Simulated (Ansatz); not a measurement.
Ansatz (a quantum-chemistry and plane-wave program) input:

Ansatz 0.2 input:
```yaml
crystal:
  lattice:
    - [3.2652255658, 0.0, 0.0]
    - [-1.6326127829, 2.8277682891, 0.0]
    - [0.0, 0.0, 11.5817107413]
  atoms:
    - { symbol: Nb, position: [0.6666666667, 0.3333333333, 0.9038436699] }
    - { symbol: Nb, position: [0.3333333333, 0.6666666667, 0.0961563301] }
    - { symbol: Nb, position: [0.3333333333, 0.6666666667, 0.4038436699] }
    - { symbol: Nb, position: [0.6666666667, 0.3333333333, 0.5961563301] }
    - { symbol: C, position: [0.0, 0.0, 0.0] }
    - { symbol: C, position: [0.0, 0.0, 0.5] }
    - { symbol: S, position: [0.3333333333, 0.6666666667, 0.75] }
    - { symbol: S, position: [0.6666666667, 0.3333333333, 0.25] }
kpoints:
  mp_grid: { grid: [11, 11, 3] }
  band_path:
    path:
      - [[0.0, 0.0, 0.0], [0.5, 0.0, 0.0], [0.3333333333, 0.3333333333, 0.0], [0.0, 0.0, 0.0], [0.0, 0.0, 0.5], [0.5, 0.0, 0.5], [0.3333333333, 0.3333333333, 0.5], [0.0, 0.0, 0.5]]  # Γ-M-K-Γ-A-L-H-A
      - [[0.5, 0.0, 0.5], [0.5, 0.0, 0.0]]  # L-M
      - [[0.3333333333, 0.3333333333, 0.5], [0.3333333333, 0.3333333333, 0.0]]  # H-K
    npoints: 8
basis: { xc_grid: 2 }
hamiltonian:
  xc: pbesol
  pseudopotentials: { kind: paw }
magnetization: { noncollinear: true, spin_orbit: true }
scf:
  n_extra_bands: 16
  convergence: { dr2_threshold: 0.0000000001 }
  occupations: { method: gaussian, width: 0.05 }
output: { eigenvalues: true }
```

Output (shortened):

```
Pseudopotential: Nb, paw_fr, valence charge 13
Pseudopotential: C, paw_fr, valence charge 4
Pseudopotential: S, paw_fr, valence charge 6
Functional definition: PBEsol
non-collinear run that drives no moment, with spin-orbit …
Crystal: 8 atoms, lattice volume = 106.937 Å³
Basis set: ecut = 420 eV, 2139 PW (Γ), exchange–correlation on 48×48×160 points (8 copies of the dense FFT grid, shifted against one another)
Bands: 88, of which v1, the nominal top of the filled ones, is band 72 counted from 1 (71 counted from 0)
Symmetry: 24 space group operations + 24 with time reversal
k-points: 32 of 363
Projection manifold: j_resolved (fully-relativistic pseudo-atomic orbitals)
SCF iter   1: F=—  HF=-20264.360282 eV  |F-HF|=—  |Δ(HF+E_count)|=         —  Δρ=1.17e-1  dr2=3.54e1  dr2_m=0.00e0 (ungated)  ethr=3.10e-3  |M|=0.00e0 ∫|m|=0.00e0 μB  |m|>n=0.0e0 m-floor=0.0e0 τ_xc=0.0e0  β_m=0.30  ⟨swp⟩=6.1  Hψ=6871  notcnv=0  defer=6
preconditioner: auto → Kerker (q_TF=auto, 2.554 Å⁻¹)
spin=Noncollinear: Kerker preconditioning applied to the charge; magnetization (m_x, m_y, m_z) channels mix plain (no charge-response kernel on spin).
SCF iter   2: F=—  HF=-20259.876106 eV  |F-HF|=—  |Δ(HF+E_count)|=    4.48e0  Δρ=6.97e-2  dr2=1.58e1  dr2_m=0.00e0 (ungated)  ethr=3.10e-3  |M|=0.00e0 ∫|m|=0.00e0 μB  |m|>n=0.0e0 m-floor=0.0e0 τ_xc=0.0e0  β_m=0.52  ⟨swp⟩=2.8  Hψ=2421  notcnv=0  defer=280
SCF iter   3: F=—  HF=-20256.750674 eV  |F-HF|=—  |Δ(HF+E_count)|=    3.13e0  Δρ=2.26e-2  dr2=1.50e0  dr2_m=0.00e0 (ungated)  ethr=3.10e-3  |M|=0.00e0 ∫|m|=0.00e0 μB  |m|>n=0.0e0 m-floor=0.0e0 τ_xc=0.0e0  β_m=0.76  ⟨swp⟩=3.9  Hψ=3279  notcnv=0  defer=284
SCF iter   4: F=—  HF=-20256.393518 eV  |F-HF|=—  |Δ(HF+E_count)|=   3.57e-1  Δρ=5.76e-3  dr2=1.21e-1  dr2_m=0.00e0 (ungated)  ethr=2.09e-3  |M|=0.00e0 ∫|m|=0.00e0 μB  |m|>n=0.0e0 m-floor=0.0e0 τ_xc=0.0e0  β_m=0.87  ⟨swp⟩=2.6  Hψ=2118  notcnv=0  defer=288
SCF iter   5: F=—  HF=-20256.365839 eV  |F-HF|=—  |Δ(HF+E_count)|=   2.77e-2  Δρ=2.00e-3  dr2=6.20e-3  dr2_m=0.00e0 (ungated)  ethr=1.67e-4  |M|=0.00e0 ∫|m|=0.00e0 μB  |m|>n=0.0e0 m-floor=0.0e0 τ_xc=0.0e0  β_m=0.91  ⟨swp⟩=2.5  Hψ=1988  notcnv=0  defer=288
SCF iter   6: F=—  HF=-20256.364346 eV  |F-HF|=—  |Δ(HF+E_count)|=   1.49e-3  Δρ=5.55e-4  dr2=3.93e-4  dr2_m=0.00e0 (ungated)  ethr=8.62e-6  |M|=0.00e0 ∫|m|=0.00e0 μB  |m|>n=0.0e0 m-floor=0.0e0 τ_xc=0.0e0  β_m=0.96  ⟨swp⟩=2.0  Hψ=1809  notcnv=0  defer=288
SCF iter   7: F=—  HF=-20256.364271 eV  |F-HF|=—  |Δ(HF+E_count)|=   7.52e-5  Δρ=1.21e-4  dr2=1.72e-5  dr2_m=0.00e0 (ungated)  ethr=5.46e-7  |M|=0.00e0 ∫|m|=0.00e0 μB  |m|>n=0.0e0 m-floor=0.0e0 τ_xc=0.0e0  β_m=0.98  ⟨swp⟩=2.0  Hψ=1902  notcnv=0  defer=288
SCF iter   8: F=—  HF=-20256.364278 eV  |F-HF|=—  |Δ(HF+E_count)|=   6.79e-6  Δρ=2.65e-5  dr2=8.37e-7  dr2_m=0.00e0 (ungated)  ethr=2.39e-8  |M|=0.00e0 ∫|m|=0.00e0 μB  |m|>n=0.0e0 m-floor=0.0e0 τ_xc=0.0e0  β_m=0.99  ⟨swp⟩=2.0  Hψ=1912  notcnv=0  defer=288
SCF iter  11: F=-20256.364147 eV  HF=-20256.364147 eV  |F-HF|=5.46e-11  |Δ(HF+E_count)|=  2.18e-10  Δρ=2.32e-7  dr2=7.29e-11  dr2_m=0.00e0 (ungated)  ethr=1.00e-12  |M|=0.00e0 ∫|m|=0.00e0 μB  |m|>n=0.0e0 m-floor=0.0e0 τ_xc=0.0e0  ⟨swp⟩=10.6  Hψ=5263  notcnv=0
SCF 1 converged in 11 iterations: F = -20256.364147 eV  dr2 = 7.29e-11
NSCF: frozen V_eff on 75 k-points
SCF converged after 11 iterations
Magnetization: |M| = 0.0000 μB,  M = (+0.0000, +0.0000, +0.0000) μB
Absolute magnetization: 0.0000 μB (∫|m|)
  site 0: m = (+0.0000, +0.0000, +0.0000) μB, |m| = 0.0000 μB  (R = 0.90 Å)
  site 1: m = (+0.0000, +0.0000, +0.0000) μB, |m| = 0.0000 μB  (R = 0.90 Å)
  site 2: m = (+0.0000, +0.0000, +0.0000) μB, |m| = 0.0000 μB  (R = 0.90 Å)
  site 3: m = (+0.0000, +0.0000, +0.0000) μB, |m| = 0.0000 μB  (R = 0.90 Å)
  site 4: m = (+0.0000, +0.0000, +0.0000) μB, |m| = 0.0000 μB  (R = 0.90 Å)
  site 5: m = (+0.0000, +0.0000, +0.0000) μB, |m| = 0.0000 μB  (R = 0.90 Å)
  site 6: m = (+0.0000, +0.0000, +0.0000) μB, |m| = 0.0000 μB  (R = 1.07 Å)
  site 7: m = (+0.0000, +0.0000, +0.0000) μB, |m| = 0.0000 μB  (R = 1.07 Å)
Free energy (F): -20256.364147 eV
Harris-Foulkes:  -20256.364147 eV  (|F-HF|=5.46e-11)
Internal energy: -20256.362636 eV  (E = F + TS)
E sigma→0 (E₀):  -20256.363392 eV
Entropy (-TS):   -0.001511 eV (-0.189 meV/atom)
Fermi energy:    17.592199 eV
--- Per-component energies (eV) ---
  E_band       = -190.777720
  E_kinetic    = 1982.741919
  E_local      = -3422.878780  (includes V_loc(G=0)·N_el)
  E_nonlocal   = 592.334221
  E_hartree    = 1133.567962
  E_xc         = -993.277265
  E_vxc        = -1153.868874  (∫ρ·V_xc dr)
  E_paw        = -13432.005426  (= ΣΔE_a)
  E_vpaw       = -456.242203  (= ΣTr[D̂ρ^β])
  E_aug_tail   = 0.000035  (compensation charges beyond the density's cutoff)
  E_ewald      = -6117.770021
  E_core_change = 0.924720  (= ΣΔE_core)
  E_smearing   = -0.001511  (= −TS)
  E_closure    = 0.000000  (closes the sum)
  Σ components = -20256.364147   (vs F -20256.364147, Δ=0.00e0)
  [band-id]    e_kinetic+e_local+e_nonlocal+2·e_hartree+e_vxc+e_vpaw+e_augmentation_tail = -190.777758   (vs E_band -190.777720, Δ=-3.81e-5)
--- Band table (eV; the first three rows and the last of 32) ---
  k-point 0: bands = ["-38.1159", "-38.1159", "-38.1114", "-38.1114", "-37.9799", "-37.9799", "-37.9754", "-37.9754", "-15.7598", "-15.7598", "-15.7252", "-15.7252", "-15.4270", "-15.4270", "-15.4019", "-15.4019", "-13.8222", "-13.8222", "-13.7728", …
  k-point 1: bands = ["-38.1148", "-38.1148", "-38.1126", "-38.1126", "-37.9788", "-37.9788", "-37.9765", "-37.9765", "-15.7516", "-15.7516", "-15.7344", "-15.7344", "-15.4202", "-15.4202", "-15.4077", "-15.4077", "-13.8110", "-13.8110", "-13.7865", …
  k-point 2: bands = ["-38.1095", "-38.1095", "-38.1051", "-38.1051", "-37.9784", "-37.9784", "-37.9739", "-37.9739", "-15.7618", "-15.7618", "-15.7290", "-15.7290", "-15.4454", "-15.4454", "-15.4214", "-15.4214", "-13.8240", "-13.8240", "-13.7756", …
  k-point 31: bands = ["-37.9989", "-37.9989", "-37.9970", "-37.9970", "-37.9845", "-37.9845", "-37.9825", "-37.9825", "-15.7593", "-15.7593", "-15.7522", "-15.7522", "-15.7343", "-15.7343", "-15.7286", "-15.7286", "-13.8947", "-13.8947", "-13.8765", …
```

Cost: about 2.5 core-minutes (a rough figure) on shared cores.

Space group P6_3/mmc. The first step of the workflow began from a Materials Project structure, measured or hypothetical; the Crystallography Open Database copy checked does not list it. Its standing as an ambient phase is unchecked. Symmetry was held in the PBEsol relaxation; of distortions, only those at the zone centre were tested. No spin polarisation was allowed.

Potentials: the later of the program's two PAW sets.

Ansatz is a plane-wave DFT program.
